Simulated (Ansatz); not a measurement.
What does Ansatz print for the nuclei with this input?

The cell is a computed structure from the Materials Project (it need not be an observed phase).

```yaml
crystal:
  lattice:
    - [3.8073155943, 0.0, 0.0]
    - [-1.9036577972, 3.2972320249, 0.0]
    - [0.0, 0.0, 31.14240284]
  atoms:
    - { symbol: Zn, position: [0.6666666667, 0.3333333333, 0.20003375] }
    - { symbol: Zn, position: [0.0, 0.0, 0.79997348] }
    - { symbol: Zn, position: [0.6666666667, 0.3333333333, 0.9000316] }
    - { symbol: Zn, position: [0.3333333333, 0.6666666667, 0.70003375] }
    - { symbol: Zn, position: [0.3333333333, 0.6666666667, 0.10004845] }
    - { symbol: Zn, position: [0.6666666667, 0.3333333333, 0.60004845] }
    - { symbol: Zn, position: [0.0, 0.0, 0.00010105] }
    - { symbol: Zn, position: [0.3333333333, 0.6666666667, 0.4000316] }
    - { symbol: Zn, position: [0.0, 0.0, 0.29997348] }
    - { symbol: Zn, position: [0.0, 0.0, 0.50010105] }
    - { symbol: S, position: [0.6666666667, 0.3333333333, 0.27493853] }
    - { symbol: S, position: [0.0, 0.0, 0.07498882] }
    - { symbol: S, position: [0.6666666667, 0.3333333333, 0.67496975] }
    - { symbol: S, position: [0.0, 0.0, 0.87485692] }
    - { symbol: S, position: [0.3333333333, 0.6666666667, 0.77493853] }
    - { symbol: S, position: [0.0, 0.0, 0.57498882] }
    - { symbol: S, position: [0.3333333333, 0.6666666667, 0.17496975] }
    - { symbol: S, position: [0.3333333333, 0.6666666667, 0.47505566] }
    - { symbol: S, position: [0.6666666667, 0.3333333333, 0.97505566] }
    - { symbol: S, position: [0.0, 0.0, 0.37485692] }
kpoints:
  mp_grid: { grid: [8, 8, 1] }
scf:
  occupations: { method: fermi_dirac, width: 0.02 }
hamiltonian:
  xc: pbe
  pseudopotentials: { kind: paw, frozen_core: stored }
output:
  forces: true
  stress: true
  populations: true
  efg: { quadrupole_moments_barn: { Zn: 0.122, S: -0.0694 } }
```

```sh
ansatz run input.yaml --threads 1 --pin off --max-ram 3072MiB --backend cpu --events-out ev --progress --plain --runs-dir out
```

Of the output, the block on the nuclei alone is shown; the set-up, the SCF iterations, energies, forces and stress are cut. One atom of each set with nearly equal values is shown.

```
--- PAW observables at the nuclei: V_zz in 10²¹ V/m², potentials from the cell's mean, atoms counted from 1 ---
  atom   1  Zn V_zz =    +0.001126   η = 0.0000   by run symmetry: allowed   C_q = +0.0033 MHz
            electrostatic potential = -3941.694298 V   contact ρ = none
  atom   2  Zn V_zz =    +0.012889   η = 0.0000   by run symmetry: allowed   C_q = +0.0380 MHz
            electrostatic potential = -3941.690101 V   contact ρ = none
  atom   3  Zn V_zz =    -0.082235   η = 0.0000   by run symmetry: allowed   C_q = -0.2426 MHz
            electrostatic potential = -3941.691331 V   contact ρ = none
  atom   7  Zn V_zz =    +0.052101   η = 0.0000   by run symmetry: allowed   C_q = +0.1537 MHz
            electrostatic potential = -3941.705337 V   contact ρ = none
  atom  11  S  V_zz =    +0.046747   η = 0.0000   by run symmetry: allowed   C_q = -0.0784 MHz
            electrostatic potential = -1633.148883 V   contact ρ = none
  atom  12  S  V_zz =    +0.061026   η = 0.0000   by run symmetry: allowed   C_q = -0.1024 MHz
            electrostatic potential = -1633.153635 V   contact ρ = none
  atom  13  S  V_zz =    +0.055564   η = 0.0000   by run symmetry: allowed   C_q = -0.0932 MHz
            electrostatic potential = -1633.152402 V   contact ρ = none
  atom  14  S  V_zz =    +0.123155   η = 0.0000   by run symmetry: allowed   C_q = -0.2067 MHz
            electrostatic potential = -1633.149089 V   contact ρ = none
  atom  18  S  V_zz =    +0.207479   η = 0.0000   by run symmetry: allowed   C_q = -0.3482 MHz
            electrostatic potential = -1633.167813 V   contact ρ = none
```

The run took 29 s of wall time (29 s of CPU time) and 0.82 GiB at its peak, on 1 thread of Intel Xeon 6975P-C (Granite Rapids) (x86_64; 16 cores open to the job, memory cap 3.0 GiB, no GPU), a shared host with a load of 0.1 a core.
